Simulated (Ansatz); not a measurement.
SnS in space group Pnma (No. 62; Sn on 4c, S on 4c) at seven volumes, DFT-PBE+D3(BJ) in the program Ansatz with PAW potentials, shape and atoms relaxed at each. One row is withheld.

```
V (Å³/atom)  P (GPa)
-----------  -------
21.640          4.64
22.354          2.75
23.067          1.22
23.781          0.00
24.494         -0.95
25.208             ?
25.921         -1.97
```

Fit the shown pressures and predict the withheld one.

P = (3/2)B₀(x^(7/2) − x^(5/2))[1 + (3/4)(B′ − 4)(x − 1)] with x = (V₀/V)^(2/3). Least squares on the six rows gives V₀ = 23.788 Å³/atom, B₀ = 33.8 GPa, B′ = 8.30. At V = 25.208, x = 0.9621 and P = -1.53 GPa. The run itself gave -1.63 GPa.

The PBE+D3(BJ) relaxation kept the symmetry of its start. Scalar-relativistic: spin–orbit coupling is off unless named, which matters more the heavier the elements.

Potentials: the later of the program's two PAW sets.
